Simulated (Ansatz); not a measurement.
The following input was run with Ansatz 0.2.0.

```yaml
crystal:
  lattice:
    - [9.2964173513, 0.0, 0.0]
    - [-4.6482086756, 8.0509335904, 0.0]
    - [0.0, 0.0, 23.8940581139]
  atoms:
    - { symbol: Sn, position: [0.6666666666, 0.3333333333, 0.3348112724] }
    - { symbol: Sn, position: [0.6666666667, 0.8333333333, 0.3348112724] }
    - { symbol: Sn, position: [0.1666666667, 0.3333333333, 0.3348112724] }
    - { symbol: Sn, position: [0.1666666667, 0.8333333333, 0.3348112724] }
    - { symbol: Sn, position: [0.5, 0.5, 0.3745203758] }
    - { symbol: Sn, position: [0.5, 0.0, 0.3745203758] }
    - { symbol: Sn, position: [0.0, 0.5, 0.3745203758] }
    - { symbol: Sn, position: [0.0, 0.0, 0.3745203758] }
    - { symbol: Sn, position: [0.0061675429, 0.5185283498, 0.4971329836] }
    - { symbol: Sn, position: [0.008015005, 0.0160300099, 0.4972477326] }
    - { symbol: Sn, position: [0.5123608069, 0.5185283498, 0.4971329836] }
    - { symbol: Sn, position: [0.5087119587, 0.0174239173, 0.498810663] }
    - { symbol: Sn, position: [0.8426157592, 0.6852315183, 0.5392232757] }
    - { symbol: Sn, position: [0.8447172121, 0.1855662109, 0.5367119406] }
    - { symbol: Sn, position: [0.3401116397, 0.6802232794, 0.5354308005] }
    - { symbol: Sn, position: [0.3408489988, 0.1855662109, 0.5367119406] }
    - { symbol: C, position: [0.1791196531, 0.3582393062, 0.6173565344] }
    - { symbol: O, position: [0.1827160724, 0.3654321447, 0.6651832502] }
basis:
  ecutwfc: 420
kpoints:
  mp_grid: { grid: [3, 3, 1] }
hamiltonian:
  xc: pbe
  dispersion: d3bj
scf:
  occupations: { method: gaussian, width: 0.1 }
output:
  forces: true
  eigenvalues: true
  write_density: true
  volumetric_format: npy
efield:
  axis: 3
  dipole_correction: true
  ramp_width: 0.04
```

Launched with
```bash
ansatz run input.yaml --threads 4 --pin off --max-ram 10240MiB --backend cpu --events-out ev --progress --plain --runs-dir out
```

All numbers below come from Ansatz 0.2.0, DFT PBE+D3(BJ), scalar-relativistic, plane waves, PAW.

Abridged output (final results; tables in files aren't shown):

```
SCF 1 converged in 9 iterations: F = -97202.612375 eV  dr2 = 9.29e-9
SCF converged after 9 iterations
Free energy (F): -97202.612375 eV
Harris-Foulkes:  -97202.612375 eV  (|F-HF|=2.52e-8)
Internal energy: -97202.597222 eV  (E = F + TS)
E sigma→0 (E₀):  -97202.604798 eV
Entropy (-TS):   -0.015153 eV (-0.842 meV/atom)
Fermi energy:    -0.624765 eV
Dipole field:    D = -0.007963 V/Å  (p = -0.078702 e·Å, saw-weighted, corrected)
Work function:   Φ+ = 4.4679 eV   Φ− = 4.2776 eV
Levels:          The Fermi level and band energies are counted from a zero that moves with the ramp; work functions are not
--- Per-component energies (eV) ---
  E_band       = -3897.650256
  E_kinetic    = 3233.428586
  E_local      = -140718.458926  (includes V_loc(G=0)·N_el)
  E_nonlocal   = -438.685059
  E_hartree    = 70716.058817
  E_xc         = -6226.119920
  E_vxc        = -1667.741264  (∫ρ·V_xc dr)
  E_paw        = -66443.206536  (= ΣΔE_a)
  E_vpaw       = -5735.853715  (= ΣTr[D̂ρ^β])
  E_aug_tail   = 0.002440  (compensation charges beyond the density's cutoff)
  E_efield     = 0.000313  (sawtooth field / dipole correction)
  E_vefield    = -2.449864  (∫n·V_field dr)
  E_ewald      = 42678.108767
  E_disp       = -3.725704  (pairwise vdW)
  E_smearing   = -0.015153  (= −TS)
--- Forces (eV/Å), atoms counted from 1 ---
  atom   1  Sn     0.00000000     0.00164653     0.01254614
  atom   2  Sn    -0.00876042     0.01873467     0.01974937
  atom   3  Sn     0.00000000     0.01372955     0.00781117
  atom   4  Sn     0.00876042     0.01873467     0.01974937
  atom   5  Sn    -0.00065298    -0.01618352    -0.03093314
  atom   6  Sn     0.00000000    -0.00497943     0.03893263
  atom   7  Sn     0.00065298    -0.01618352    -0.03093314
  atom   8  Sn     0.00000000    -0.01630038    -0.02767906
  atom   9  Sn     0.00074101     0.00637932     0.00046963
  atom  10  Sn     0.00000000     0.01028070    -0.00321988
  atom  11  Sn    -0.00074101     0.00637932     0.00046963
  atom  12  Sn     0.00000000     0.00225279     0.00198966
  atom  13  Sn     0.00000000    -0.00620527     0.00242319
  atom  14  Sn    -0.00463529    -0.00391471    -0.00132390
  atom  15  Sn     0.00000000     0.00851355    -0.00378447
  atom  16  Sn     0.00463529    -0.00391471    -0.00132390
  atom  17  C      0.00000000    -0.00953471    -0.01050222
  atom  18  O      0.00000000    -0.00943835     0.00553629
--- Band table (eV) ---
  k-point 0: bands = ["-24.9885", "-22.0286", "-22.0276", "-22.0156", "-21.9957", "-21.9929", "-21.9927", "-21.9859", "-21.9844", "-21.9842", "-21.9797", "-21.9764", "-21.9726", "-21.9639", "-21.9635", "-21.9557", "-21.9539", "-21.9523", "-21.9245", "-21.9223", "-21.9191", "-21.9018", "-21.8947", "-21.8942", "-21.8893", "-21.8871", "-21.8645", "-21.8606", "-21.8504", "-21.8462", "-21.8451", "-21.8446", "-21.8432", "-21.8424", "-21.8363", "-21.8290", "-21.8288", "-21.8017", "-21.8013", "-21.7945", "-21.7942", "-21.7940", "-21.7390", "-21.7376", "-21.7352", "-21.7341", "-21.7325", "-21.7321", "-21.7299", "-21.7227", "-21.7215", "-21.7204", "-21.7150", "-21.7140", "-21.7122", "-21.6848", "-21.6 ...
  k-point 1: bands = ["-24.9885", "-22.0285", "-22.0264", "-22.0174", "-22.0035", "-22.0034", "-22.0010", "-21.9959", "-21.9921", "-21.9907", "-21.9882", "-21.9756", "-21.9680", "-21.9666", "-21.9590", "-21.9552", "-21.9505", "-21.9502", "-21.9469", "-21.9309", "-21.9295", "-21.8824", "-21.8817", "-21.8751", "-21.8744", "-21.8658", "-21.8556", "-21.8544", "-21.8526", "-21.8485", "-21.8450", "-21.8393", "-21.8211", "-21.8211", "-21.8165", "-21.8152", "-21.8084", "-21.8061", "-21.7975", "-21.7933", "-21.7914", "-21.7845", "-21.7493", "-21.7459", "-21.7447", "-21.7383", "-21.7353", "-21.7342", "-21.7319", "-21.7272", "-21.7249", "-21.7226", "-21.7180", "-21.7170", "-21.7045", "-21.6993", "-21.6 ...
  k-point 2: bands = ["-24.9885", "-22.0286", "-22.0262", "-22.0171", "-22.0045", "-22.0030", "-22.0017", "-21.9953", "-21.9925", "-21.9899", "-21.9878", "-21.9781", "-21.9717", "-21.9653", "-21.9581", "-21.9546", "-21.9490", "-21.9480", "-21.9431", "-21.9300", "-21.9287", "-21.8878", "-21.8857", "-21.8784", "-21.8744", "-21.8662", "-21.8584", "-21.8557", "-21.8525", "-21.8450", "-21.8420", "-21.8335", "-21.8232", "-21.8218", "-21.8164", "-21.8154", "-21.8109", "-21.8063", "-21.7977", "-21.7930", "-21.7899", "-21.7847", "-21.7508", "-21.7456", "-21.7438", "-21.7364", "-21.7345", "-21.7326", "-21.7298", "-21.7287", "-21.7249", "-21.7205", "-21.7165", "-21.7156", "-21.7039", "-21.6985", "-21.6 ...
  k-point 3: bands = ["-24.9885", "-22.0290", "-22.0227", "-22.0203", "-22.0103", "-22.0070", "-22.0038", "-21.9971", "-21.9967", "-21.9960", "-21.9833", "-21.9804", "-21.9797", "-21.9589", "-21.9562", "-21.9545", "-21.9527", "-21.9448", "-21.9416", "-21.9403", "-21.9315", "-21.8888", "-21.8696", "-21.8690", "-21.8685", "-21.8601", "-21.8557", "-21.8529", "-21.8511", "-21.8484", "-21.8444", "-21.8272", "-21.8234", "-21.8190", "-21.8141", "-21.8053", "-21.7939", "-21.7934", "-21.7915", "-21.7716", "-21.7684", "-21.7658", "-21.7653", "-21.7639", "-21.7564", "-21.7528", "-21.7428", "-21.7397", "-21.7380", "-21.7368", "-21.7322", "-21.7177", "-21.7094", "-21.7075", "-21.7062", "-21.6999", "-21.6 ...
```

The calculation finished and met its thresholds.

It took 17 s on 4 threads of Intel(R) Xeon(R) 6975P-C (Granite Rapids), on a shared host, peak memory 4.2 GiB.